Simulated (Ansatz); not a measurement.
Here is the system:

TiRh₃:
```cif
data_Rh3Ti
_chemical_formula_sum 'Ti1 Rh3'
_space_group_name_H-M_alt 'P 1'
_space_group_IT_number 1
_cell_length_a 3.82063
_cell_length_b 3.82063
_cell_length_c 3.82063
_cell_angle_alpha 90.000
_cell_angle_beta 90.000
_cell_angle_gamma 90.000
loop_
_space_group_symop_operation_xyz
  'x, y, z'
loop_
_atom_site_label
_atom_site_type_symbol
_atom_site_fract_x
_atom_site_fract_y
_atom_site_fract_z
_atom_site_occupancy
Ti1 Ti 0.00000 0.00000 0.00000 1
Rh1 Rh 0.00000 0.50000 0.50000 1
Rh2 Rh 0.50000 0.00000 0.50000 1
Rh3 Rh 0.50000 0.50000 0.00000 1
```

This is the r²SCAN-relaxed structure.

All from plane-wave PAW r²SCAN (Ansatz code), unless another level is named. Give the density of states at the Fermi level.

0.79 states/eV per atom (mean over ±0.08 eV).

And the formation energy from the elements (no fitted shifts)?

-0.67 eV/atom.

Predict the gap with spin–orbit coupling.

none (metallic).

Space group Pm-3m (Cu3Au type). The workflow started from an entry of the Crystallography Open Database (COD). Its standing as an ambient phase is unchecked. Symmetry was held in the r²SCAN relaxation; its stability against distortions is not shown here. The run is not spin-polarised. The references are the lowest solids computed at this level, not always the standard phases. Spin–orbit coupling is left out wherever it is not named.

Potentials: the later of the program's two PAW sets.
